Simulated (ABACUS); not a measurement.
Set-up for a self-consistent single point of Te₂Mo (P6_3/mmc, 6 atoms in the cell; from Materials Project mp-602, changed as shown).

```yaml
crystal:
  lattice:
    - [3.56565, 0.00000, 0.00000]
    - [-1.78283, 3.08794, 0.00000]
    - [0.00000, 0.00000, 14.79426]
  atoms:
    - { symbol: Te, position: [0.33333, 0.66667, 0.62782] }
    - { symbol: Te, position: [0.66667, 0.33333, 0.37218] }
    - { symbol: Te, position: [0.66667, 0.33333, 0.12782] }
    - { symbol: Te, position: [0.33333, 0.66667, 0.87218] }
    - { symbol: Mo, position: [0.33333, 0.66667, 0.25000] }
    - { symbol: Mo, position: [0.66667, 0.33333, 0.75000] }
```

Method: PBE, PseudoDojo 0.5 standard norm-conserving PBE (tails mended) pseudopotentials (plane waves; ABACUS).

ABACUS settings:

- KPT = Gamma 5 5 1 0 0 0
- basis_type = pw
- dft_functional = PBE
- ecutwfc = 82.3 Ry
- smearing_method = gaussian
- smearing_sigma = 0.00367493 Ry
- potentials = PseudoDojo 0.5 standard norm-conserving PBE (tails mended)
- symmetry = 1
- symmetry_prec = 1e-05
- ks_solver = dav_subspace
- scf_nmax = 100
- scf_thr = 1.0e-09 Ry
- mixing_type = broyden

Results:

- Number of valence electrons = 92
- Number of bands = 56
- Number of k-points after the program's reduction = 5
- Number of plane waves (most at a k-point) = 13871
- Number of SCF iterations = 10
- FFT grid = 40 × 40 × 162
- Free energy E − TS = -15231.7729 eV
- Pressure = -0.15 GPa
- Largest force (vector length) = 0.061 eV/Å

Forces (eV/Å):
```csv
atom,Fx,Fy,Fz
Te1,0.000,0.000,0.061
Te2,0.000,0.000,-0.061
Te3,0.000,0.000,0.061
Te4,0.000,0.000,-0.061
Mo5,0.000,0.000,0.000
Mo6,0.000,0.000,0.000
```

Stress (GPa, positive for compression):
```
-0.29   0.00   0.00
 0.00  -0.29   0.00
 0.00   0.00   0.12
```

For comparison: a first run was changed to give this one (lattice vector c scaled by 1.01), and from it to this one the free energy drops by 1.7 meV/atom, the pressure goes from 0.87 to -0.15 GPa and the largest force goes from 0.172 to 0.061 eV/Å.

Spin-orbit coupling is left out, which matters for bands and gaps with elements this heavy. The structure comes from a collection of computed structures, made at another level of theory; the collection holds predicted forms beside known ones.

Cost on one core: very roughly 2.2 core-minutes.

“Tails mended”: in these copies of the files the far tail of each local potential was reset to the Coulomb form.
